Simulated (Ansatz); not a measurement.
MgS (rock salt)

```xyz
2
Lattice="0.0000 2.6148 2.6148 2.6148 0.0000 2.6148 2.6148 2.6148 0.0000" Properties=species:S:1:pos:R:3 pbc="T T T"
S      0.0000     0.0000     0.0000
Mg     2.6148     2.6148     2.6148
```

A phonon eigenvector at Γ is frozen into this cell: atom i moves by Q times the vector below, so Q is the largest atomic displacement, in Å. The cell is held. It is one choice among 3 degenerate patterns.

```tsv
atom	x	y	z
S1	0.000	0.000	0.758
Mg2	0.000	0.000	-1.000
```

Method: PBE (plane waves to 420 eV, PAW, scalar-relativistic; Ansatz, an electronic-structure program). k mesh 11×11×11 (Γ-centred), Fermi-Dirac smearing 0.05 eV. MgS was relaxed with its symmetry unable to fall. 

```tsv
Q (Å)	−dE/dQ from forces (eV/Å)
-0.100	0.946
-0.083	0.747
-0.067	0.571
-0.050	0.413
-0.033	0.268
-0.017	0.132
0.000	0.000
0.017	-0.132
0.033	-0.268
0.050	-0.413
0.067	-0.571
0.083	-0.747
0.100	-0.946
```

### Question
What harmonic wavenumber does the curvature at Q = 0 give?

### Answer
224 cm⁻¹. E″ = 7.87 eV/Å², M = Σ mᵢ|uᵢ|² = 42.7 u, ν̃ = 521.5·√(|E″|/M).

(For displaced atoms, the force is minus the slope of the energy, and its curvature is a force constant, which sets phonon frequencies.)
